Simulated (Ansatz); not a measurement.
Relaxed-ion elastic tensor of TaW₃ in space group Fm-3m (No. 225; Ta on 4a, W on 8c, W on 4b) in GPa (Voigt order), plane-wave PAW LDA (Ansatz code); density 19.31 g/cm³, 15.75 Å³ per atom.

```
518  202  202  0.0  0.0  0.0
202  518  202  0.0  0.0  0.0
202  202  518  0.0  0.0  0.0
0.0  0.0  0.0  123  0.0  0.0
0.0  0.0  0.0  0.0  123  0.0
0.0  0.0  0.0  0.0  0.0  123
```

### Question
Is the crystal mechanically stable?

### Answer
Yes: the smallest eigenvalue of C is 123 GPa.

### Question
Work out the Voigt, Reuss and Hill averages.

### Answer
K_V = 307, K_R = 307, K_H = 307; G_V = 137, G_R = 135, G_H = 136 GPa.

### Question
Give Young's modulus, Poisson's ratio, Pugh's ratio and the universal anisotropy index.

### Answer
E = 9KG/(3K + G) = 355 GPa; ν = 0.31; K/G = 2.26 (ductile by the Pugh limit of 1.75); A_U = 5G_V/G_R + K_V/K_R − 6 = 0.08.

### Question
Estimate the sound speeds and the Debye temperature.

### Answer
v_l = √((K + 4G/3)/ρ) = 5030 m/s, v_t = √(G/ρ) = 2650 m/s, mean 2970 m/s; Θ = (h/k)(3n/4πV)^(1/3) v_m = 352 K.

### Question
Give the Zener ratio and Young's modulus along [100], [110] and [111].

### Answer
A = 2C44/(C11 − C12) = 0.78; 1/E = S11 − 2(S11 − S12 − S44/2)Γ with Γ = 0, 1/4, 1/3 gives 405, 342, 326 GPa.

### Question
Solve the Christoffel equation for the three sound speeds along [100], [110], [111].

### Answer
Eigenvalues of C_ijkl n_j n_l equal ρv². In km/s, slowest first: [100] 2.52, 2.52, 5.18; [110] 2.52, 2.86, 5.00; [111] 2.75, 2.75, 4.94.

The first step of the workflow began from a Materials Project structure, measured or hypothetical; the Crystallography Open Database copy checked does not list it. With Ta and W taken as one species the cell has the higher symmetry Im-3m, so it may be an ordered model of a mixed-site phase. Whether it is the stable phase at ambient conditions was not checked. The cell was relaxed with LDA under the symmetry of its start; whether a distortion lowers the energy is not shown. The run is not spin-polarised. As this level gives no gap, shear constants depend on the k-mesh and smearing (Fermi–Dirac, 0.1 eV here). Spin–orbit coupling is left out wherever it is not named.

Potentials: the later of the program's two PAW sets.
